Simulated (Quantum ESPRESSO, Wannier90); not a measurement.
## Wannier functions of SnO (P4/nmm)

```
CELL_PARAMETERS angstrom
      3.81370     0.00000     0.00000
      0.00000     3.81370     0.00000
      0.00000     0.00000     4.88691
ATOMIC_POSITIONS crystal
  Sn 0.00000 0.50000 0.23537
  Sn 0.50000 0.00000 0.76463
  O  0.50000 0.50000 0.00000
  O  0.00000 0.00000 0.00000
```

Cell from Materials Project (mp-2097), symmetrised, no further relaxation. COD (Crystallography Open Database) has the formula in 2 space groups, this one among them (matched by group alone). Method: PBEsol plane waves in Quantum ESPRESSO 7.5 (PseudoDojo norm-conserving files, 68 Ry, spinors with spin-orbit coupling), Bloch states on a 6×6×6 mesh through Γ, Wannier90 4.0.1. Density: 8×8×6 mesh, Gaussian smearing 0.01 Ry. The cell is built of weakly bound layers, chains or molecules, whose nearest atoms lie 3.74 Å apart. Database cells relaxed without dispersion often hold them too far apart, which can enlarge gaps and weakens couplings between them; spacing and stacking were not compared with the measured crystal. With spin-orbit coupling a semilocal functional can close or falsely invert a small gap; the band order was not checked against a better method. The gap is small at this level and was sampled on the meshes and a path alone.

Valence charges of the files: Sn 14, O 6. 72 bands were computed.

Isolated groups of bands, relative to the valence-band maximum (bands from 41 on overlap up to the last one computed):

```
bands  from (eV)  to (eV)  filling             weight on atomic waves
-----  ---------  -------  -------  ---------------------------------
1–8       -22.20   -21.97   filled                         Sn 4d 97 %
9–20      -21.27   -20.90   filled                         Sn 4d 97 %
21–24     -20.09   -17.38   filled  O 2s 70 %, Sn 4d 14 %, Sn 5p 12 %
25–40      -9.12     0.00   filled  O 2p 61 %, Sn 5s 19 %, Sn 5p 17 %
```

Wanted is a model with the orbitals Sn s p, O s p, without the filled groups that are mainly made of other shells (semicore states, and anion s where it isn't named); all higher bands stay in for disentanglement.

Question: Give num_wann, exclude_bands and num_bands, and the number of electrons that the model holds.

Answer: Electrons: 2×14 + 2×6 = 40, which fill 40 bands.
num_wann = 2 × (2×4 + 2×4) = 32.
exclude_bands = 1-20, 20 bands, so num_bands = 72 − 20 = 52.
The model holds 40 − 1×20 = 20 electrons. With the window frozen to 1.62 eV it follows pw.x to 4.0 meV rms (states up to 1.1 eV relative to the valence-band maximum).
